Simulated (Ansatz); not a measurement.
ZnFI (Janus 1T monolayer), relaxed with r2SCAN. The sheet's in-plane cell has a = 3.716 Å, b = 3.716 Å (γ = 120.0°), and its outermost atoms lie 2.48 Å apart along the normal. Zn has 3 F at 2.29 Å and 3 I at 2.72 Å; F has 3 Zn at 2.29 Å; I has 3 Zn at 2.72 Å.

```yaml
crystal:
  lattice:
    - [3.71641, 0.00000, 0.00000]
    - [-1.85821, 3.21851, 0.00000]
    - [0.00000, 0.00000, 28.86186]
  atoms:
    - { symbol: Zn, position: [0.00000, 0.00000, 0.32195] }
    - { symbol: F, position: [0.33333, 0.66667, 0.34970] }
    - { symbol: I, position: [0.66667, 0.33333, 0.26384] }
```
The sheet repeats along a and b alone.

The questions ask for values computed with Ansatz 0.2.0 on this geometry. Values at 0 K without nuclear motion; no magnetic order is allowed, and the phase may be a hypothetical one.

Given (12×12×1 mesh): The r2SCAN gap is direct at Γ: 1.81 eV.

Q: Estimate the gap with PBE on 12×12×1.

A: PBE gives a direct gap of 1.36 eV at Γ. The gap differs by -0.45 eV from r2SCAN's.

Q: Estimate the gap with PBE+SOC on 12×12×1.

A: With PBE+SOC the gap is 1.01 eV and direct, at Γ. Spin-orbit coupling itself accounts for -0.35 eV. The gap differs by -0.80 eV from r2SCAN's.

Q: How does the gap change from r2SCAN to HSE06 (6×6×1)?

A: With HSE06 the gap is 2.39 eV and direct, at Γ. The gap differs by +0.58 eV from r2SCAN's.

Q: Roughly how does the cost of the HSE06 run (6×6×1) compare with r2SCAN's (12×12×1)?

A: About 9 times as much (6 core-minutes against 40 core-seconds, on 4 threads of Arm Neoverse V2, with other jobs on the host).

Only the levels marked +SOC include spin-orbit coupling.

The meshes of the hybrids are coarse, so their gaps aren't converged to the digits shown.

Set aside, since their points miss a band edge that the other levels read or their mesh is too coarse: Hartree-Fock.
